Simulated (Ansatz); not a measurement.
**What a change of settings does: Co (hcp type)**

First run: DFT, LDA, PAW with Ansatz's default frozen-core files, scalar-relativistic (Ansatz 0.2.0).

Command: `ansatz run input.yaml --threads 1 --pin off --max-ram 3072MiB --backend cpu --events-out ev --progress --plain --runs-dir out` It took 21 s on 1 thread of Arm Neoverse V2, on a shared host, peak memory 0.4 GiB.

```yaml
crystal:
  lattice:
    - [2.1011618665, 0.0, 0.0]
    - [-1.0505809333, 1.8196595539, 0.0]
    - [0.0, 0.0, 3.4013706314]
  atoms:
    - { symbol: Co, position: [0.3333333333, 0.6666666667, 0.25], spin: 1.7 }
    - { symbol: Co, position: [0.6666666667, 0.3333333333, 0.75], spin: 1.7 }
magnetization:
  spin_polarized: true
kpoints:
  mp_grid: { grid: [18, 18, 10] }
scf:
  occupations: { method: fermi_dirac, width: 0.1 }
hamiltonian:
  xc: lda
  pseudopotentials: { kind: paw }
output:
  forces: true
  stress: true
  eigenvalues: true
  populations: true
  write_density: true
  write_potential: true
  elf: true
  volumetric_format: npy
```

The base cell comes from a relaxation on PAW files under the same functional.

This run: volume at 0.65 of the series' base cell.

It converges in 12 SCF iterations at a pressure of 303.2 GPa, cell moment 0.00 μB, cutoff 420 eV.

The input is then changed:

```diff
   occupations: { method: fermi_dirac, width: 0.1 }
+  eigensolver: { kind: davidson }
 hamiltonian:
   populations: true
-  write_density: true
-  write_potential: true
-  elf: true
-  volumetric_format: npy
+basis:
+  ecutwfc: "22.0 Ry"
+  precision: f64
```

**Question.** What does the second run give?

**Answer.** It converges in 13 SCF iterations at a pressure of 287.0 GPa, cell moment 0.00 μB, cutoff 299 eV, free energy +0.68 eV/atom against the first run's. More than one line changes, and not each need have an effect. Some of the changed settings are coarser than converged work would use. Results part of its log:
```
Warning: basis.ecutwfc = 299.325248705868 eV is below the records' recommended 420 eV, and the density's cutoff is lower with it unless basis.ecutrho_ratio is high enough to keep the records' density cutoff: compare with a run at a higher cutoff
SCF 1 converged in 13 iterations: F = -10119.924712 eV  dr2 = 2.34e-13
  greatest PAW one-centre occupation: 1.004 electrons in one spin orbital (limit 2), on the Co atom at site 1 (counted from 0), in its partial waves of l = 1
the search or the solves at the SCF's close seem to have found levels that the self-consistency loop had missed (the run counts 1). By its estimate they hold under 1e-12 electrons; where the run keeps them, the occupations were computed again with them
WARN: the starting moments were not kept: the SCF closed with an absolute magnetisation of 9.7e-7 μB, where they sum to 3.4 μB in size (2 sites). That is at most 0.1 of that sum. Measured as dr2_m measures the in/out step, that magnetisation stands 1.3e-12 eV from none, at or under the dr2_threshold of 1.0e-7 eV: it is no larger than a step whose dr2_m would equal this threshold. The system may hold no moment; this SCF shows only that its start led to no more than that. To try another start: raise the starting moments (crystal.atoms[].spin, magnetization.per_species, magnetization.initial_magnetization, or on a non-collinear deck that types none of these the spinor_matrix: blocks that start its atoms; where the total moment is fixed, keep their sum and leave initial_magnetization as it is; typed ones take the place of any that the run laid by itself, positive ones on a crystal's lanthanoids without a Hubbard term where scf.initial_density.shell_occupations: [] is typed) or, if the notice of its spin-set hold's release reads "site moments contracting" or "site moments show no strong build", lengthen the hold (scf.mixing.spin_hold: { on: { confirm: 4 } }; for m-r²SCAN on two components see the key's manual first). Each may lead to a state that holds a moment. A second SCF, from the converged charge density, with the starting moments and any scf.initial_density.shell_occupations laid on it anew, would have followed, and was not run: the deck does not ask for one (magnetization.retry_lost_moments is false, the default). To let it run, set magnetization.retry_lost_moments: true and run the deck again, where that key's refused combinations let it; where memory then withholds it, that run's warning says so.
SCF converged after 13 iterations
Magnetization: 0.0000 μB (17.0000 up, 17.0000 down)
[... lines left out ...]
  k-point 2 ↑: bands = ["-62.6989", "-62.2753", "-27.0561", "-25.5617", "-25.5617", "-25.5419", "-25.3640", "-25.3640", "21.5886", "24.8074", "29.1816", "29.3069", "29.3069", "29.9928", "29.9928", "31.4639", "31.4639", "31.5931", "33.2926", "33.2926", "47.8003", "58.1194", "62.3177"]
  k-point 221 ↓: bands = ["-62.1359", "-62.1359", "-26.8019", "-26.8019", "-26.4097", "-26.4097", "-25.6678", "-25.6678", "26.8463", "26.8463", "26.9362", "26.9362", "28.8423", "28.8423", "30.9020", "30.9020", "33.4208", "33.4208", "43.0053", "43.0053", "45.0349", "45.0349", "49.7150"]
--- Löwdin populations: 2 sites ---
  site symbol       q [e]    m [muB]
     0     Co     16.8535     0.0000
     1     Co     16.8535     0.0000
  spilling = 0.008615 (of n_electrons = 34.000000)
```
